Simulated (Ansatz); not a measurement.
GaN (wurtzite, P6_3mc), plane-wave PAW LDA (Ansatz code). The conduction-band minimum lies at Γ, with 1 equivalent valley. Second derivatives d²E/dk² of the lowest band at one valley (eV·Å²), along Cartesian directions:

```
direction  d²E/dk²
---------  -------
[100]        38.85
[010]        38.85
[001]        43.22
[110]        38.85
[101]        41.04
[011]        41.04
```

Problem. Find the principal effective masses, the density-of-states mass and the conductivity mass.

Solution. Off-diagonal terms follow from H_xy = H[110] − (H_xx + H_yy)/2, and m*/mₑ = 7.620 eV·Å² over each eigenvalue: 0.18, 0.20, 0.20. One valley's DOS mass (m₁m₂m₃)^(1/3) = 0.19, conductivity mass 3/(Σ 1/mᵢ) = 0.19 mₑ.

Problem. What effective density of states Nc follows at 300 K for parabolic valleys?

Solution. Nc = 2.509e19 × 1 × (0.19)^(3/2) ≈ 2.1e18 cm⁻³.

Problem. With the computed static dielectric constant 10.1 (mean of the diagonal), estimate a hydrogenic donor's binding energy and radius.

Solution. E = 13.606 eV × 0.19/10.1² ≈ 25 meV; a = 0.529 Å × ε/m* ≈ 28 Å. Semilocal masses tend to be too small where the gap is.

Symmetry was held in the LDA relaxation; phonons on a q-mesh show no instability. Spin–orbit coupling is left out wherever it is not named.

Potentials: the later of the program's two PAW sets.
